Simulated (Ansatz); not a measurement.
Os (hcp, Mg type)

```xyz
2
Lattice="2.7549 0.0000 0.0000 -1.3774 2.3858 0.0000 0.0000 0.0000 4.3443" Properties=species:S:1:pos:R:3 pbc="T T T"
Os     0.0000     1.5905     3.2582
Os     1.3774     0.7953     1.0861
```

The slice is a (-1 1 0 2) plane (indices of the conventional cell) through the point (0.333, 0.667, 0.750) (fractional), spanned by u = [110] and v = [1 -1 1] in vectors of this cell: u (2.75 Å) and v (6.45 Å, at 90° to u). It covers one period; positions are fractions (u, v).

Level of theory: PBE (plane waves to 420 eV, PAW, scalar-relativistic; Ansatz, a program for electronic structure). k mesh 19×19×11. Near the nuclei the fields are pseudised (PAW); where an atom keeps semicore shells as valence, they peak there. Os is run without spin polarisation. Os was relaxed with its symmetry unable to fall. Spin-orbit coupling is left out, though Os is heavy.

Task: What is the ELF at the midpoint of the shortest Os–Os line in this plane (2.75 Å)?

Result: 0.39.

Task: What is the valence density on the shortest Os–Os line in this plane (2.75 Å), at its midpoint?

Result: 0.43 e/Å³.

Task: Predict the map of the electrostatic potential energy of an electron, from the cell's mean on the slice.

Result: 
```
|xxxxxxxxxx  ::==::  xxxxxxxx|
|xxxxxxxxxx  --++--  xxxxxxxx|
|xxxxxxxxxx..++**++..xxxxxxxx|
|xxxxxxxx  ==**##**==  xxxxxx|
|      ..==**######**==..    |
|----==++**************++==--|
|######****++==--==++****####|
|@@@@%%##++--..  ..--++##%%@@|
|@@@@%%**==..      ..==**%%@@|
|@@@@%%**--          --**%%@@|
|@@@@%%**--..      ..--**%%@@|
|%%%%##**==::      ::==**##%%|
|++++++++++==------==++++++++|
|    ::--==++++++++++==--::  |
|xxxx    --++******++--    xx|
|xxxxxxxx  ==**##**==  xxxxxx|
|xxxxxxxx  ::++##++::  xxxxxx|
|xxxxxxxxxx  ++**++  xxxxxxxx|
|xxxxxxxxxx  ==**==  xxxxxxxx|
|xxxxxxxxxx  ++**++  xxxxxxxx|
|xxxxxxxx  ::**##**::  xxxxxx|
|xxxxxx    ==######==    xxxx|
|xx      ==**%%%%%%**==      |
|  ..--++##%%@@@@@@%%##++--..|
|====++**%%@@@@@@@@@@%%**++==|
|::::==++##%%@@@@@@%%##++==::|
|      ..++##@@@@@@##++..    |
|xxxxxxxx  ++##%%##++  xxxxxx|
|xxxxxxxxxx..++##++..xxxxxxxx|
|xxxxxxxxxx  --++--  xxxxxxxx|
|xxxxxxxxxx  ::==::  xxxxxxxx|
|xxxxxxxxxxxx..==..xxxxxxxxxx|
```
Scale: ten equal steps from 6.00 (start of ' ') to 14.91 (end of '@'), in the order ' .:-=+*#%@'. Values: electrostatic potential energy of an electron, from the cell's mean, in eV. The map has 14 points along u (two characters each, u = 0 at the left) and 32 along v (v = 0 in the bottom row). Points within 1 Å of a nucleus are blanked (x), as the pseudised field means little there. Values under 6 eV are set to 6. The zero, the cell's mean, hangs on the PAW cores.
